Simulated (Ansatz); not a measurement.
**NbH (I4/mmm), a vibration from a frozen displacement**

Level of theory: DFT LDA, scalar-relativistic, plane waves, PAW in Ansatz 0.2.0. Cutoff 420 eV, Γ-centred 20×20×20 k-points, Gaussian smearing of 0.15 eV. No spin polarisation. Energies are free energies at this smearing, counted from the undisturbed cell; pressure is positive in compression.

The starting cell (as given, not relaxed at this level; it stands at -10.9 GPa, and it needn't be the usual structure):

```
Nb H
1.0
    -1.60696    1.60696    1.98430
     1.60696   -1.60696    1.98430
     1.60696    1.60696   -1.98430
Nb H
1 1
Direct
  0.00000 0.00000 0.00000
  0.50000 0.50000 0.00000
```

Every H atom is moved by x along the Cartesian unit vector (0.000, 0.000, 1.000); the cell and all other atoms stay fixed. The cell's volume is 20.50 Å³; the moved atoms weigh 1.008 u together and the others 92.906 u.

```
  x (Å)  ΔE (meV/cell) total force on the moved atoms along the move (eV/Å) pressure (GPa)
-0.1000          43.66                                                0.8843        -10.1585
-0.0500          10.81                                                0.4338        -10.7244
 0.0000           0.00                                                0.0000        -10.9119
 0.0750          24.42                                               -0.6559        -10.4892
```

**Question.** What frequency belongs to this motion?

**Answer.** The force constant is k = −dF/dx = 8.704 eV/Å², from the parabola through x = -0.0500, 0 and 0.0750. In every cell the moved atoms swing against the rest, so the mass is μ = m₁m₂/(m₁ + m₂) = 0.997 u, and ν̃ = 521.5 cm⁻¹ × √(|k|/μ) = 1541 cm⁻¹, at this cell's pressure of -10.9 GPa. To first order in x, and within 1 %, the force on every atom lies along the move and, within each of the two groups, in proportion to the atom's mass, so this is itself a mode at the zone centre of this cell.

**Question.** How far does the harmonic law reach?

**Answer.** At x = -0.100 Å, kx²/2 = 43.52 meV against the computed 43.66 meV (+0.3 %): the well is still close to harmonic there.

In a metal these slopes depend on the k mesh and the smearing.